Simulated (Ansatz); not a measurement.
With DFT-PBEsol in the program Ansatz with PAW potentials, OsC in the zinc blende structure (F-43m) relaxes to a = 4.566 Å. Os has 4 nearest neighbours from 1.98 Å (tetrahedral); C has 4 nearest neighbours from 1.98 Å (tetrahedral). Its formation energy from the elements is 0.74 eV/atom, with no fitted shifts.

The Kohn–Sham gap is 0.08 eV (indirect). The valence maximum lies at X and the conduction minimum on the L–W line, 20 % of the way from L (24 equivalent valleys). The screened hybrid HSE06 puts the gap at 0.66 eV. Gap from PBEsol with spin–orbit coupling: none (metallic). The hole mass is 0.54, 0.54, 1.9 mₑ (principal values).

An equation-of-state fit gives a bulk modulus of 310 GPa. The relaxed-ion elastic constants in GPa are C11 = 343, C12 = 294, C44 = -30.1. The phonon dispersion is stable (no imaginary branch). Without the LO–TO term the highest mode at Γ lies at 561 cm^-1.

The start of the workflow was typed in or built on a structure type; neither database checked (COD, Materials Project) lists it. Whether it is the stable phase at ambient conditions was not checked. Symmetry was held in the PBEsol relaxation. At this level the phase is mechanically unstable. No spin polarisation was allowed. Its formation energy is positive at this level, so the cell may be metastable or incomplete. The references are the lowest solids computed at this level, not always the standard phases. Scalar-relativistic: spin–orbit coupling is off unless named, which matters more the heavier the elements.

Potentials: the earlier of the program's two PAW sets. The files were generated under PBE; for other functionals the program regenerates the frozen cores, and for LDA and PBEsol the local potential too.
